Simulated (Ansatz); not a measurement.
Input and steps of a relaxation of cell and atoms on Ga4Bi3P as one 8-atom ordering (P-43m) on the zincblende lattice (the PAW code Ansatz, PBE). The start is a rough guess from atomic radii.

```yaml
crystal:
  lattice:
    - [5.9461881574, 0.0, 0.0]
    - [0.0, 5.9461881574, 0.0]
    - [0.0, 0.0, 5.9461881574]
  atoms:
    - { symbol: P, position: [0.0, 0.0, 0.0] }
    - { symbol: Ga, position: [0.75, 0.75, 0.75] }
    - { symbol: Bi, position: [0.5, 0.5, 0.0] }
    - { symbol: Ga, position: [0.25, 0.25, 0.75] }
    - { symbol: Bi, position: [0.5, 0.0, 0.5] }
    - { symbol: Ga, position: [0.25, 0.75, 0.25] }
    - { symbol: Bi, position: [0.0, 0.5, 0.5] }
    - { symbol: Ga, position: [0.75, 0.25, 0.25] }
kpoints:
  mp_grid: { grid: [4, 4, 4] }
hamiltonian:
  xc: pbe
scf:
  occupations: { method: fermi_dirac, width: 0.02 }
relax:
  f_tol: 0.005
  cell: {}
```

The trajectory has 5 recorded frames, each with positions in Å and forces in eV/Å. The last, and any step after a large change of cell, is solved on a basis re-selected at its cell; pressure is positive in compression.

Step 1: energy 0.0 meV/atom from step 1, largest force component 1.142 eV/Å, pressure +8.98 GPa
```xyz
8
Lattice="5.9462 0.0000 0.0000 0.0000 5.9462 0.0000 0.0000 0.0000 5.9462" Properties=species:S:1:pos:R:3:forces:R:3 pbc="T T T"
P     0.0000    0.0000    0.0000    0.0000    0.0000    0.0000
Ga    4.4596    4.4596    4.4596    1.1421    1.1421    1.1421
Bi    2.9731    2.9731    0.0000    0.0000    0.0000    0.0000
Ga    1.4865    1.4865    4.4596   -1.1421   -1.1421    1.1421
Bi    2.9731    0.0000    2.9731    0.0000    0.0000    0.0000
Ga    1.4865    4.4596    1.4865   -1.1421    1.1421   -1.1421
Bi    0.0000    2.9731    2.9731    0.0000    0.0000    0.0000
Ga    4.4596    1.4865    1.4865    1.1421   -1.1421   -1.1421
```

Question: How does the relaxation go on, and where does it end?

Answer:
Step 2: energy -179.4 meV/atom from step 1, largest force component 0.001 eV/Å, pressure +0.71 GPa
```xyz
8
Lattice="6.1769 0.0000 0.0000 0.0000 6.1769 0.0000 0.0000 0.0000 6.1769" Properties=species:S:1:pos:R:3:forces:R:3 pbc="T T T"
P     0.0000    0.0000    0.0000    0.0000    0.0000    0.0000
Ga    4.7497    4.7497    4.7497    0.0005    0.0005    0.0005
Bi    3.0885    3.0885    0.0000    0.0000    0.0000    0.0000
Ga    1.4273    1.4273    4.7497   -0.0005   -0.0005    0.0005
Bi    3.0885    0.0000    3.0885    0.0000    0.0000    0.0000
Ga    1.4273    4.7497    1.4273   -0.0005    0.0005   -0.0005
Bi    0.0000    3.0885    3.0885    0.0000    0.0000    0.0000
Ga    4.7497    1.4273    1.4273    0.0005   -0.0005   -0.0005
```

Step 3: energy -180.3 meV/atom from step 1, largest force component 0.008 eV/Å, pressure +0.18 GPa
```xyz
8
Lattice="6.2016 0.0000 0.0000 0.0000 6.2016 0.0000 0.0000 0.0000 6.2016" Properties=species:S:1:pos:R:3:forces:R:3 pbc="T T T"
P     0.0000    0.0000    0.0000    0.0000    0.0000    0.0000
Ga    4.7674    4.7674    4.7674    0.0082    0.0082    0.0082
Bi    3.1008    3.1008    0.0000    0.0000    0.0000    0.0000
Ga    1.4342    1.4342    4.7674   -0.0082   -0.0082    0.0082
Bi    3.1008    0.0000    3.1008    0.0000    0.0000    0.0000
Ga    1.4342    4.7674    1.4342   -0.0082    0.0082   -0.0082
Bi    0.0000    3.1008    3.1008    0.0000    0.0000    0.0000
Ga    4.7674    1.4342    1.4342    0.0082   -0.0082   -0.0082
```

Step 4: energy -180.3 meV/atom from step 1, largest force component 0.004 eV/Å, pressure -0.01 GPa
```xyz
8
Lattice="6.2108 0.0000 0.0000 0.0000 6.2108 0.0000 0.0000 0.0000 6.2108" Properties=species:S:1:pos:R:3:forces:R:3 pbc="T T T"
P     0.0000    0.0000    0.0000    0.0000    0.0000    0.0000
Ga    4.7758    4.7758    4.7758   -0.0039   -0.0039   -0.0039
Bi    3.1054    3.1054    0.0000    0.0000    0.0000    0.0000
Ga    1.4350    1.4350    4.7758    0.0039    0.0039   -0.0039
Bi    3.1054    0.0000    3.1054    0.0000    0.0000    0.0000
Ga    1.4350    4.7758    1.4350    0.0039   -0.0039    0.0039
Bi    0.0000    3.1054    3.1054    0.0000    0.0000    0.0000
Ga    4.7758    1.4350    1.4350   -0.0039    0.0039    0.0039
```

Step 5: energy -181.1 meV/atom from step 1, largest force component 0.004 eV/Å, pressure 0.00 GPa
```xyz
8
Lattice="6.2108 0.0000 0.0000 0.0000 6.2108 0.0000 0.0000 0.0000 6.2108" Properties=species:S:1:pos:R:3:forces:R:3 pbc="T T T"
P     0.0000    0.0000    0.0000    0.0000    0.0000    0.0000
Ga    4.7758    4.7758    4.7758   -0.0037   -0.0037   -0.0037
Bi    3.1054    3.1054    0.0000    0.0000    0.0000    0.0000
Ga    1.4350    1.4350    4.7758    0.0037    0.0037   -0.0037
Bi    3.1054    0.0000    3.1054    0.0000    0.0000    0.0000
Ga    1.4350    4.7758    1.4350    0.0037   -0.0037    0.0037
Bi    0.0000    3.1054    3.1054    0.0000    0.0000    0.0000
Ga    4.7758    1.4350    1.4350   -0.0037    0.0037    0.0037
```

The walk took 4 steps and changed the volume by +14.0 %. The last SCF, on a fresh basis, lies 181 meV an atom below the first. At the end: space group P-43m (No. 215), cubic; conventional cell a = 6.211 Å, 29.95 Å³ an atom. P is surrounded by 4 Ga at 2.49 Å; Ga is surrounded by 1 P at 2.49 Å and 3 Bi at 2.76 Å; Bi is surrounded by 4 Ga at 2.76 Å.

Run as `ansatz run input.yaml --threads 2 --pin off --max-ram 20275MiB --backend cpu --events-out ev --progress --plain --runs-dir out`. It took 18 s on 2 threads of AMD EPYC 7R13 Processor (Zen 3), with other jobs on the host, load about 1.6 per core; peak host memory 0.79 GiB.

Computed, not measured; no magnetism was allowed, and whether the structure is a known phase isn't checked.

Where bands overlap the cell is a metal at that level, and these k meshes limit energies, forces and stress. Overlaps of a few tenths of an eV in semilocal functionals can be an artefact that a hybrid or GW lifts.
